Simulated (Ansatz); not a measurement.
Input for Ansatz (plane-wave DFT, PAW):

```yaml
crystal:
  lattice:
    - [15.0, 0.0, 0.0]
    - [0.0, 15.5, 0.0]
    - [0.0, 0.0, 16.0]
  atoms:
    - { symbol: Si, position: [0.4851315427, 0.4990469909, 0.4526708543], spin: 1.0 }
    - { symbol: F, position: [0.5148684573, 0.5009530091, 0.5473291457] }
  symmetry: { detect: false }
basis:
  ecutwfc: 420
kpoints:
  mp_grid: { grid: [1, 1, 1] }
hamiltonian:
  xc: pbesol
scf:
  occupations: { method: gaussian, width: 0.005 }
output:
  forces: true
  eigenvalues: true
  populations: true
magnetization:
  spin_polarized: true
relax:
  adjacent_minimum: "off"
  f_tol: 0.01
  max_steps: 80
```

It can be run as
```bash
ansatz run input.yaml --threads 1 --pin off --backend cpu --events-out ev --progress --plain --runs-dir out  # memory cap (--max-ram) not shown
```

Level of theory: DFT PBEsol, scalar-relativistic, plane waves, PAW in Ansatz 0.2.0.

Abridged output (final results; tables in files aren't shown):

```
SCF converged after 5 iterations
Magnetization: 1.0000 μB (6.0000 up, 5.0000 down)
Absolute magnetization: 1.0534 μB (∫|ρ↑−ρ↓|, with the PAW one-centre terms)
Spin contamination: 0.0042 ħ² per cell (⟨S²⟩ above its minimum at these occupations)
Per-site moments (μB) at R_I (Å): [(0.07824739, 0.66725359), (0.04693927, 0.66725359)]
Free energy (F): -1419.493252 eV
Harris-Foulkes:  -1419.493252 eV  (|F-HF|=7.27e-10)
Internal energy: -1419.493252 eV  (E = F + TS)
E sigma→0 (E₀):  -1419.493252 eV
Fermi energy:    -3.729406 eV
--- Per-component energies (eV) ---
  E_band       = -149.913735
  E_kinetic    = 242.095269
  E_local      = -1780.054007  (includes V_loc(G=0)·N_el)
  E_nonlocal   = 100.052823
  E_hartree    = 749.289775
  E_xc         = -129.820274
  E_vxc        = -143.312134  (∫ρ·V_xc dr)
  E_paw        = -691.557914  (= ΣΔE_a)
  E_vpaw       = -67.277547  (= ΣTr[D̂ρ^β])
  E_aug_tail   = 0.002037  (compensation charges beyond the density's cutoff)
  E_ewald      = 90.425035
  E_core_change = 0.074003  (= ΣΔE_core)
  E_smearing   =  0.000000  (= −TS)
--- Forces (eV/Å), atoms counted from 1 ---
  atom   1  Si    -0.00046054     0.00003604    -0.00146109
  atom   2  F      0.00046078    -0.00003599     0.00145911
--- Band table (eV) ---
  k-point 0 ↑: bands = ["-29.8887", "-13.2583", "-10.8676", "-10.7933", "-8.8458", "-3.8233", "-3.6355", "-1.0362", "-0.2549", "0.3686"]
  k-point 0 ↓: bands = ["-29.7978", "-13.0336", "-10.8178", "-10.5430", "-8.2445", "-3.2883", "-2.3548", "-0.7199", "-0.0520", "0.4943"]
--- Relaxed structure (5 steps of the walk, 5 accepted, 0 SCFs on fresh bases) ---
  F+E_penalty+E_count = -1419.49325244 eV   max|allowed force component| = 1.460e-3 eV/Å
  atoms:
    - { symbol: Si, position: [0.48476913, 0.49902416, 0.45151833] }
    - { symbol: F, position: [0.51523086, 0.50097583, 0.54848166] }
--- Löwdin populations: 2 sites ---
  site symbol q [e]    m [muB]
     0     Si      3.4722     0.9396
     1      F      7.4227     0.0486
  spilling = 0.009559 (of n_electrons = 11.000000)
```

The relaxation met its thresholds.

The state reached may not be the lowest one.